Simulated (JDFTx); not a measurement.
Al(111) slab cut from bulk Al (space group Fm-3m, indices of the conventional cell, lattice of the Materials Project entry mp-134, not re-optimised): 5 atoms in 5 planes, a (1×1) cell of 7.06 Å² (|a| = 2.856, |b| = 2.856 Å), 9.4 Å between the outermost planes, cell height 28.3 Å, 8×8×1 k mesh, Fermi smearing 0.01 Ha, no spin polarisation.

Adsorbate: CH on both faces at 1.00 monolayer, started hollow above an atom 2.3 Å below the top plane and relaxed in vacuum, keeping the symmetry of the start.

All numbers are PBE, GBRV ultrasoft potentials, plane waves to 20/100 Ha results from a modified build of JDFTx, not measurements. The adsorption energy per CH is [E(slab + 2 CH) − E(slab)]/2 − (E(CH4) − 3/2 E(H2)), with the gas molecules relaxed at the same level and slab energies taken as (E + F)/2, the usual estimate of zero smearing. In reaction energies these potentials put H₂ about 0.03 eV too high against large-basis PBE. No zero-point energy or vibrational entropy is included. Both faces are alike, and the cell allows no reconstruction beyond its size.

Q: Predict the adsorption energy and the geometry, and the change of the work function.

A: 2.99 eV. C sits 1.07 Å above the highest substrate atom, bound to 3 Al at 1.96 Å; C–H is 1.10 Å. The work function goes from 4.12 to 3.68 eV. In linear PCM (GLSSA13), water, 1 M NaF, at zero charge, the adsorption energy is 2.99 eV and the potential of zero charge moves from -0.61 to -0.80 V vs SHE (4.44 V convention).
